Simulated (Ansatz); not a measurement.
Si₂Ni (fluorite or antifluorite type, Fm-3m) at seven volumes, r²SCAN in the plane-wave PAW code Ansatz, scaled uniformly. One row is withheld.

```csv
V (Å³/atom),P (GPa)
11.838,?
12.228,11.70
12.618,5.34
13.008,0.00
13.399,-4.53
13.789,-8.23
14.179,-11.39
```

**Question.** Fit the shown pressures and predict the withheld one.

**Answer.** P = (3/2)B₀(x^(7/2) − x^(5/2))[1 + (3/4)(B′ − 4)(x − 1)] with x = (V₀/V)^(2/3). Least squares on the six rows gives V₀ = 13.007 Å³/atom, B₀ = 163 GPa, B′ = 4.89. At V = 11.838, x = 1.0648 and P = 19.34 GPa. The run itself gave 19.39 GPa.

The r²SCAN relaxation kept the symmetry of its start; phonons on a q-mesh show no instability. The workflow began spin-polarised and lost its moments.

Potentials: the later of the program's two PAW sets.
